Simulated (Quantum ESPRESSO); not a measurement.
## Calculated data, MgTa4MoW2 (simulated cell)

Computed with Quantum ESPRESSO 7.5. Calculation on a made-up metal alloy cell, not a measurement: no spin or spin-orbit, unrelaxed, 2900 K smearing, stress positive in tension, cell energy less fitted offsets; periodic Kohn-Sham density functional theory in plane waves with PseudoDojo standard norm-conserving scalar-relativistic pseudopotentials, each functional with its own files (v0.5 for PBE, v0.4.1 for LDA and PBEsol), eight atoms on drawn sites of a strained close-packed or body-centred lattice, each displaced and held fixed; the energy is the cell's free energy, ions and the entropy term -TS included, at the stated Fermi-Dirac width, less a fixed offset for each atom's element (shifted free energy); compositions with an open d shell lost a parallel starting moment in a cheaper test run, and other magnetic orders were not tried; an error bar is the largest change of its kind in a tighter rerun, never given below 0.002 eV, 0.02 GPa or 0.003 eV/angstrom, and covers cutoff and k-mesh only, not smearing or the files.

Settings shared by all entries: lattice type face-centred cubic; functional pbe; cutoff 1143 eV; fermi dirac smearing 0.25 eV; electrons removed 0; k mesh 5 x 5 x 4 shifted half a step off Gamma on each axis.

Notes on all entries: heavy elements are run without spin-orbit coupling, which real alloys of them have; a spin test at this wide smearing found no moment, but such smearing suppresses magnetism that the real alloy may have; lattice, volume and sites are drawn at random and may be unstable or far from any real phase; energies are for the whole cell, less offsets fitted to these runs, so they are not formation energies.

```yaml
- entry: 1
  formula: MgTa4MoW2
  kind: "simulated cell"
  structure:
    cell_angstrom:
      - [2.0598, 4.0461, 2.0284]
      - [2.0059, -4.0207, 2.0313]
      - [4.0424, 0.0285, -4.0364]
    atoms_fractional:
      - [W, 0.00359, 0.00923, -0.00641]
      - [Mo, 0.00419, -0.00678, 0.49121]
      - [Ta, -0.00346, 0.48985, 0.25013]
      - [W, 0.00131, 0.50103, 0.74713]
      - [Ta, 0.50029, -0.0004, 0.25124]
      - [Ta, 0.50573, 0.00746, 0.74333]
      - [Ta, 0.50457, 0.49552, -0.00069]
      - [Mg, 0.50856, 0.50234, 0.49105]
  settings:
    run_command: "pw.x -nk 1 -in in"
    run_processor: "AMD EPYC, Zen 5, virtual cores"
    atom_site: [1, 2, 3, 4, 5, 6, 7, 8]
    "atom_energy_offset [eV]": [-2063.48, -1911.95, -1771.44, -2063.48, -1771.44, -1771.44, -1771.44, -1616.19]
  results:
    "entropy_term_negative_ts [eV]": -1.665
    "pressure [GPa]": 15.16
    "stress_xx [GPa]": -15.25
    "stress_yy [GPa]": -15.2
    "stress_zz [GPa]": -15.02
    "stress_yz [GPa]": 0.31
    "stress_xz [GPa]": 2.5
    "stress_xy [GPa]": 0.66
    force_site: [1, 2, 3, 4, 5, 6, 7, 8]
    "force_x [eV/angstrom]": [-0.523, 0.347, 0.436, 0.33, -0.554, -0.143, -0.19, 0.298]
    "force_y [eV/angstrom]": [0.423, -0.061, 0.005, 0.056, 0.204, 0.355, -0.59, -0.393]
    "force_z [eV/angstrom]": [-0.074, -0.283, 0.353, 0.347, -0.109, -0.349, 0.745, -0.631]
    "shifted_free_energy [eV]": 0.499
  notes: ["error bars: energy 0.013 eV, stress 0.13 GPa, force 0.0078 eV/Å, from a tighter rerun of a related cell, whose elements or sites may differ", "16 SCF iterations, 1657 s of wall time on a shared machine"]
- entry: 2
  formula: MgTa4MoW2
  kind: "simulated cell"
  structure:
    cell_angstrom:
      - [2.0598, 4.0461, 2.0284]
      - [2.0059, -4.0207, 2.0313]
      - [4.0424, 0.0285, -4.0364]
    atoms_fractional:
      - [W, 0.00359, 0.00923, -0.00641]
      - [Mo, 0.00419, -0.00678, 0.49121]
      - [Ta, -0.00346, 0.48985, 0.25013]
      - [Ta, 0.00131, 0.50103, 0.74713]
      - [W, 0.50029, -0.0004, 0.25124]
      - [Ta, 0.50573, 0.00746, 0.74333]
      - [Ta, 0.50457, 0.49552, -0.00069]
      - [Mg, 0.50856, 0.50234, 0.49105]
  settings:
    run_command: "mpirun -np 4 pw.x -nk 4 -in in"
    run_processor: "Intel Xeon, 2023 or later, virtual cores"
    atom_site: [1, 2, 3, 4, 5, 6, 7, 8]
    "atom_energy_offset [eV]": [-2063.48, -1911.95, -1771.44, -1771.44, -2063.48, -1771.44, -1771.44, -1616.19]
  results:
    "entropy_term_negative_ts [eV]": -1.663
    "pressure [GPa]": 15.15
    "stress_xx [GPa]": -15.23
    "stress_yy [GPa]": -15.04
    "stress_zz [GPa]": -15.19
    "stress_yz [GPa]": -0.39
    "stress_xz [GPa]": 2.5
    "stress_xy [GPa]": -0.17
    force_site: [1, 2, 3, 4, 5, 6, 7, 8]
    "force_x [eV/angstrom]": [-0.119, 0.059, 0.294, 0.271, -0.559, -0.289, 0.303, 0.041]
    "force_y [eV/angstrom]": [0.455, -0.068, -0.009, 0.098, 0.161, 0.351, -0.588, -0.4]
    "force_z [eV/angstrom]": [-0.49, 0.111, 0.362, 0.498, -0.043, -0.293, 0.236, -0.382]
    "shifted_free_energy [eV]": 0.467
  notes: ["error bars: energy 0.013 eV, stress 0.13 GPa, force 0.0078 eV/Å, from a tighter rerun of this cell", "16 SCF iterations, 281 s of wall time on a shared machine"]
- entry: 3
  formula: MgTa4MoW2
  kind: "simulated cell"
  structure:
    cell_angstrom:
      - [2.0598, 4.0461, 2.0284]
      - [2.0059, -4.0207, 2.0313]
      - [4.0424, 0.0285, -4.0364]
    atoms_fractional:
      - [W, 0.00359, 0.00923, -0.00641]
      - [Mo, 0.00419, -0.00678, 0.49121]
      - [Ta, -0.00346, 0.48985, 0.25013]
      - [Ta, 0.00131, 0.50103, 0.74713]
      - [Ta, 0.50029, -0.0004, 0.25124]
      - [W, 0.50573, 0.00746, 0.74333]
      - [Ta, 0.50457, 0.49552, -0.00069]
      - [Mg, 0.50856, 0.50234, 0.49105]
  settings:
    run_command: "mpirun -np 4 pw.x -nk 4 -in in"
    run_processor: "Intel Xeon, 2023 or later, virtual cores"
    atom_site: [1, 2, 3, 4, 5, 6, 7, 8]
    "atom_energy_offset [eV]": [-2063.48, -1911.95, -1771.44, -1771.44, -1771.44, -2063.48, -1771.44, -1616.19]
  results:
    "entropy_term_negative_ts [eV]": -1.664
    "pressure [GPa]": 15.16
    "stress_xx [GPa]": -14.86
    "stress_yy [GPa]": -15.22
    "stress_zz [GPa]": -15.39
    "stress_yz [GPa]": -0.3
    "stress_xz [GPa]": 2.47
    "stress_xy [GPa]": -0.13
    force_site: [1, 2, 3, 4, 5, 6, 7, 8]
    "force_x [eV/angstrom]": [-0.517, 0.354, 0.354, 0.256, -0.452, -0.049, -0.251, 0.305]
    "force_y [eV/angstrom]": [0.44, -0.103, 0.018, 0.117, 0.194, 0.269, -0.537, -0.398]
    "force_z [eV/angstrom]": [-0.118, -0.255, 0.422, 0.484, -0.218, -0.394, 0.729, -0.649]
    "shifted_free_energy [eV]": 0.492
  notes: ["error bars: energy 0.013 eV, stress 0.13 GPa, force 0.0078 eV/Å, from a tighter rerun of a related cell, whose elements or sites may differ", "15 SCF iterations, 263 s of wall time on a shared machine"]
```
